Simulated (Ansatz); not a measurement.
SiC (wurtzite, P6_3mc), plane-wave PAW PBE (Ansatz code). The conduction-band minimum lies at K, with 2 equivalent valleys. Second derivatives d²E/dk² of the lowest band at one valley (eV·Å²), along Cartesian directions:

```json
[
 {"direction": "[100]", "d²E/dk²": "17.31"},
 {"direction": "[010]", "d²E/dk²": "17.31"},
 {"direction": "[001]", "d²E/dk²": "28.68"},
 {"direction": "[110]", "d²E/dk²": "17.31"},
 {"direction": "[101]", "d²E/dk²": "22.99"},
 {"direction": "[011]", "d²E/dk²": "22.99"}
]
```

Find the principal effective masses, the density-of-states mass and the conductivity mass.

Off-diagonal terms follow from H_xy = H[110] − (H_xx + H_yy)/2, and m*/mₑ = 7.620 eV·Å² over each eigenvalue: 0.27, 0.44, 0.44. One valley's DOS mass (m₁m₂m₃)^(1/3) = 0.37, conductivity mass 3/(Σ 1/mᵢ) = 0.36 mₑ.

What effective density of states Nc follows at 300 K for parabolic valleys?

Nc = 2.509e19 × 2 × (0.37)^(3/2) ≈ 1.1e19 cm⁻³.

The cell was relaxed with PBE under the symmetry of its start.

Potentials: the later of the program's two PAW sets.

Edges and masses are those of Kohn–Sham bands, whose gap is no quasiparticle gap.
